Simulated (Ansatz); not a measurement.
## 6 guesses for Ge3N and where they end

Method: DFT PBE, scalar-relativistic, plane waves, PAW (Ansatz 0.2.0). All cells share a 420 eV cutoff and Γ-centred k meshes spaced at most about 0.3 Å⁻¹ (about 0.25 or finer for metals, 2π included). No spin polarisation in the final relaxations.

Each guess was relaxed in cell and atoms at zero pressure, within the symmetry of its start. These are static total energies at zero pressure. Coordination counts Ge atoms around N (those within 1.25 times the shortest such distance or 1.15 times the sum of covalent radii, 1.27 where that leaves under three; a plus sign parts nearer from farther groups; the shortest distance is added where it exceeds 1.18 times the sum of covalent radii).

| guess | made from | start group | V start (Å³/atom) | end group | V end (Å³/atom) | coordination at the end | gap on mesh (eV) | E over the lowest end (meV/atom) |
| --- | --- | --- | --- | --- | --- | --- | --- | --- |
| 1 | Li3Sn type | Fm-3m | 19.3 | Fm-3m (BiF3 (D0_3)) | 15.5 | N 8+6 from 2.7 Å | 0 | 726 |
| 2 | TiI3 type | P6_3/mcm | 16.3 | P6_3/mcm | 16.4 | N 6 from 2.3 Å | 0 | 298 |
| 3 | ScF3 type | R32 | 21.1 | ? | ? | ? | ? | ? |
| 4 | random cell | R-3m | 18.2 | R-3m | 19.9 | N 6 from 2.3 Å | 0 | 520 |
| 5 | EuBi3 type | Pm-3m | 17.2 | Pm-3m (Cu3Au (L1_2)) | 15.8 | N 12 from 2.8 Å | 0 | 698 |
| 6 | random cell | P-4m2 | 18.9 | P-4m2 | 17.9 | N 4 | 0 | 0 |

Guess 3 as it starts:

```cif
data_structure
_symmetry_space_group_name_H-M 'R32:H'
_symmetry_Int_Tables_number 155
_cell_length_a 6.2049
_cell_length_b 6.2049
_cell_length_c 7.5947
_cell_angle_alpha 90.000
_cell_angle_beta 90.000
_cell_angle_gamma 120.000
_cell_volume 253.23
loop_
_atom_site_label
_atom_site_type_symbol
_atom_site_symmetry_multiplicity
_atom_site_Wyckoff_symbol
_atom_site_fract_x
_atom_site_fract_y
_atom_site_fract_z
_atom_site_occupancy
Ge1 Ge 9 e 0.00000 0.50193 0.50000 1
N1 N 3 a 0.00000 0.00000 0.00000 1
```

Question: Fill in the missing row: what does this guess relax into, and where does it rank?

Answer: It ends in space group R32 (No. 155), with a = 5.284 Å, c = 8.276 Å, 16.7 Å³/atom and no gap. It lies 0.33 eV/atom over the lowest end, above guess 2 and below guess 4. Counting Ge atoms around N, this end has N 6 from 2.3 Å and the lowest (guess 6) has N 4. The lowest (guess 6) holds Ge–Ge nets (shortest 2.43 Å); in this end the shortest Ge–Ge distance is 2.76 Å, near bonding range too.

```yaml
crystal:
  lattice:
    - [2.64190, 1.52530, 2.75864]
    - [-2.64190, 1.52530, 2.75864]
    - [0.00000, -3.05061, 2.75864]
  atoms:
    - { symbol: Ge, position: [0.50000, 0.18494, 0.81506] }
    - { symbol: Ge, position: [0.18494, 0.81506, 0.50000] }
    - { symbol: Ge, position: [0.81506, 0.50000, 0.18494] }
    - { symbol: N, position: [0.00000, 0.00000, 0.00000] }
```

Energies over the elements count from the elements' standard structures at the same level (N₂ as a molecule), with no fitted energy shifts.

Question: Is the lowest end bound against the elements?

Answer: No: its formation energy is +0.41 eV/atom. The separate elements lie lower, so it is unstable against them.

In P-4m2, R32, R-3m, Pm-3m, Fm-3m an odd number of electrons in the primitive cell allows no gap without spin; a larger cell or a magnetic state could open one. A magnetic state wasn't ruled out in cells without spin, among them R-3m, Fm-3m. Cells relaxed within their symmetry can be saddle points. A lower structure may well exist outside this small set. Some candidate types were left out of the draw beforehand, so a known form may be missing.
